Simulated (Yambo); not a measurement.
Yambo run on PtS₂ (CdI2 type, space group P-3m1, No. 164). The wavefunctions are PBE (Quantum ESPRESSO, PseudoDojo norm-conserving, 84 Ry, no spin-orbit coupling) ones on a 6×6×4 mesh (15 occupied bands); a = 3.5487 Å, b = 3.5487 Å, c = 5.5971 Å, α = 90.00°, β = 90.00°, γ = 120.00°.

Yambo input:

```
rim_cut
HF_and_locXC
RandQpts= 1000000
RandGvec= 1 Ry
EXXRLvcs= 84 Ry
VXCRLvcs= 336 Ry
% QPkrange
 1 | 1 | 15 | 16 |
 3 | 3 | 15 | 16 |
 5 | 5 | 15 | 16 |
 8 | 8 | 15 | 16 |
 12 | 12 | 15 | 16 |
 19 | 19 | 15 | 16 |
 21 | 21 | 15 | 16 |
%
```

k points by index: 1 = Γ, 3 = A, 5 = (0, 0.167, 0.25), 8 = (0, 0.333, 0.25), 12 = L, 19 = K, 21 = H.

The o-*.hf file then holds:

```
#    K-point    Band    Eo [eV]    Ehf [eV]    Vxc [eV]    Vnlxc [eV]
#
    1    15    -0.199076    -2.060347    -13.44193    -15.30320
    1    16    2.663106    6.367022    -16.70150    -12.99758
    3    15    -0.783173    -2.899951    -13.81097    -15.92775
    3    16    2.876535    6.765481    -17.03372    -13.14477
    5    15    0.000000    -2.394144    -15.87779    -18.27193
    5    16    1.632175    4.966971    -16.37007    -13.03527
    8    15    -0.505654    -3.103512    -15.54989    -18.14775
    8    16    1.320755    4.720071    -16.57460    -13.17528
    12    15    -1.403576    -4.085264    -13.30548    -15.98717
    12    16    2.354542    6.186013    -16.58114    -12.74967
    19    15    -1.049373    -4.614032    -17.77083    -21.33549
    19    16    1.349219    4.974366    -16.46718    -12.84203
    21    15    -1.332975    -5.198410    -18.11353    -21.97897
    21    16    2.123230    6.122567    -16.68010    -12.68076
```
Exchange alone, without screening.

Geometry of the Materials Project entry, not relaxed at this level.

The distance between layers or molecules is the database entry's, not relaxed here. Functionals without dispersion can leave it too large, which widens gaps and weakens the response across layers: the numbers belong to this cell.
